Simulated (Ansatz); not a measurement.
FeGe (P-6m2), relaxed with PBE (Ansatz, a quantum-chemistry and plane-wave program, plane waves, PAW): a = b = 2.9978 Å, c = 3.4778 Å, α = β = 90.00°, γ = 120.00°.

ΔH_f (eV/atom): 0.01
spin order, net moment (μB/atom): ferromagnetic; net 0.81

**Question.** The same phase is relaxed and computed with r²SCAN in the same code. What are the cell and these values now?

**Answer.** a = 2.9875 Å, b = 2.9875 Å, c = 3.4735 Å, α = 90.00°, β = 90.00°, γ = 120.00°.

ΔH_f (eV/atom): 0.15
spin order, net moment (μB/atom): ferromagnetic; net 0.93

Spin orders computed, not proven ground states: FeGe, P-6m2 (Fe on 1a, Ge on 1f) with PBE ferromagnetic; FeGe, P-6m2 (Fe on 1a, Ge on 1f) with r²SCAN ferromagnetic. Constructed cells (a structure type filled with these elements, in neither database checked): FeGe, P-6m2 (Fe on 1a, Ge on 1f). All cells were relaxed under the symmetry of their starts (and spin orders); stability against distortions was not tested throughout. Scalar-relativistic: spin–orbit coupling is off unless named, which matters more the heavier the elements.

Potentials: the later of the program's two PAW sets.

Ansatz is a plane-wave DFT program.

Formation energies count from the lowest solids of the elements computed at the same level, not from gases.
